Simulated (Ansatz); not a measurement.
# Al3Pd2: computed property card

Al$_{3}$Pd$_{2}$:
Space group P-3m1 (No. 164); a = 4.1724 Å, b = 4.1724 Å, c = 5.1029 Å, α = 90.00°, β = 90.00°, γ = 120.00°

| atom | site | symmetry | x | y | z |
|---|---|---|---|---|---|
| Al | 1a | -3m. | 0.0000 | 0.0000 | 0.0000 |
| Al | 2d | 3m. | 0.6667 | 0.3333 | 0.3546 |
| Pd | 2d | 3m. | 0.3333 | 0.6667 | 0.1558 |

Space group P-3m1 (No. 164), La2O3 or Ni2Al3 type; conventional cell a = 4.172 Å, b = 4.172 Å, c = 5.103 Å, α = 90.00°, β = 90.00°, γ = 120.00°.

Method: the program Ansatz at the LDA level (PAW). The cell and atoms are relaxed at this level. Other levels are named where they apply.

### Cell and energy

```json
{
  "volume_per_atom": "15.39 Å³",
  "density": "6.34 g/cm³",
  "Formation energy from the elements (no fitted shifts)": "-0.83 eV/atom"
}
```

### Electronic structure

```json
{
 "electronic_character": "metallic (no gap)",
 "Density of states at the Fermi level": "0.23 states/eV per atom (mean over ±0.08 eV)"
}
```

### Mechanics

```json
{
  "Bulk modulus (Birch–Murnaghan fit)": "148 GPa",
  "Pressure derivative B′": "4.6"
}
```

### Phonons

```json
{
 "highest_zone_centre_frequency": "346 cm^-1",
 "zone_centre_stability": "no imaginary mode at Γ"
}
```

The workflow started from a Materials Project entry (that database holds measured and hypothetical structures alike); the Crystallography Open Database copy checked does not list it. Its standing as an ambient phase is unchecked. The cell was relaxed with LDA under the symmetry of its start. No spin polarisation was allowed. As this level gives no gap, phonon frequencies hold no LO–TO term and depend on the k-mesh and smearing (Fermi–Dirac, 0.1 eV here). Axis ratios of metals converge slowly with the k-mesh, so a and c are less sure than the volume. The references are the lowest solids computed at this level, not always the standard phases. Spin–orbit coupling is left out wherever it is not named.

Potentials: the later of the program's two PAW sets.
